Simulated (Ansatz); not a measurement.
**Notes on CuS**

```xyz
8
Lattice="10.1734 0.0000 0.0000 0.0000 3.6842 0.0000 0.0000 0.0000 3.9216" Properties=species:S:1:pos:R:3 pbc="T T T"
S     1.2005    0.9211    0.4039
S     3.8862    2.7632    2.3647
S     6.2872    0.9211    1.5569
S     8.9729    2.7632    3.5177
Cu    8.6982    0.9211    1.8785
Cu    6.5618    2.7632    3.8393
Cu    3.6116    0.9211    0.0824
Cu    1.4751    2.7632    2.0432
```

The numbers come from plane-wave PAW DFT (Ansatz): r2SCAN, no spin polarisation, 500 eV, 4×9×9 Γ-centred k points, fermi-dirac occupations (width 0.1 eV). Nothing was relaxed.

(1) What is the formation energy?

(2) How is the charge shared?

(3) Which atom feels the largest force, and which way?

(4) Is there a gap?

(5) What do density and ELF say about some of the short contacts?

(6) Is the cell too large or too small?

Origin: a known structure type with other elements, at an estimated volume, so it need not be a known compound. Caveats: many states at the Fermi level without spin polarisation, so a magnetic state may lie lower.

Cost: 3.6 min on 1 thread of Arm Neoverse V2, on a shared host, peak memory 1 GiB (start from a saved density). The time holds forces, stress, Bader, DOS, bands, ELF.

Results:

(1) 0.23 eV an atom against the elements' usual phases (free molecules for gases, crystals otherwise, with no correction for O₂ or N₂), so at this geometry it isn't bound against them. Relaxing would lower it.

(2) Bader charges in e: Cu +0.68, S -0.68. In the mean Cu gives up most and S takes most.

(3) The largest is on S1 (and as large on other atoms): 1.11 eV/Å, components (0.82, 0.00, 0.75). It makes 50° with the line to a nearest neighbour, Cu7 at 2.43 Å.

(4) It is a metal, with about 7.6 states/eV a cell as the mean within 0.25 eV of the Fermi level, mostly S p (61 %) and Cu d (35 %).

(5) S–Cu at 2.43 Å: least valence density 0.40 e/Å³ and ELF 0.26 there. These are pseudo-fields; inside the PAW spheres they differ from the all-electron ones.

(6) The pressure is -12.4 GPa (compression positive), so with the atoms held at these fractions the cell would first shrink; the forces are large, so a full relaxation may end otherwise. The principal stresses -15.1, -13.0, -9.2 GPa differ, so its shape would change too.
